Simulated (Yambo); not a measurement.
A BSE run in Yambo for RbCaH$_{3}$ (cubic perovskite, space group Pm-3m, No. 221) (PBEsol bands; 8×8×8 mesh, 3 valence and 9 conduction bands, static screening with 45 bands and a 3 Ry block, scissor 2.65 eV, Tamm-Dancoff; field along x) gives:

| state | energy (eV) | states within 2 meV | relative strength | class |
|---|---|---|---|---|
| 1 | 5.09 | 3 | < 0.01 | dark |
| 2 | 5.17 | 3 | 1.00 | strong |
| 3 | 5.46 | 3 | < 0.01 | dark |
| 4 | 5.48 | 3 | 0.23 | strong |
| 5 | 5.55 | 3 | < 0.01 | dark |

### Question
What changes when the window shrinks to 3 valence and 3 conduction bands?

### Answer
The lowest state goes from 5.088 eV to 5.101 eV, and its distance below the direct gap from 0.636 eV to 0.622 eV. These are vertical excitations (zero momentum). The scissor comes from a G0W0 run whose convergence isn't established.

Geometry of the Materials Project entry, not relaxed at this level; primitive cell a = b = c = 4.521 Å, α = β = γ = 90.00°.
